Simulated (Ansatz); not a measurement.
Ru (hcp (Mg type), P6_3/mmc) at seven volumes, DFT-LDA in the program Ansatz with PAW potentials, shape and atoms relaxed at each. One row is withheld.

```csv
V (Å³/atom),P (GPa)
11.911,?
12.304,26.26
12.697,12.00
13.090,-0.01
13.482,-10.10
13.875,-18.57
14.268,-25.65
```

Question: Fit the shown pressures and predict the withheld one.

Answer: P = (3/2)B₀(x^(7/2) − x^(5/2))[1 + (3/4)(B′ − 4)(x − 1)] with x = (V₀/V)^(2/3). Least squares on the six rows gives V₀ = 13.089 Å³/atom, B₀ = 366 GPa, B′ = 4.80. At V = 11.911, x = 1.0649 and P = 43.31 GPa. The run itself gave 43.21 GPa.

Symmetry was held in the LDA relaxation. No spin polarisation was allowed.

Potentials: the later of the program's two PAW sets.
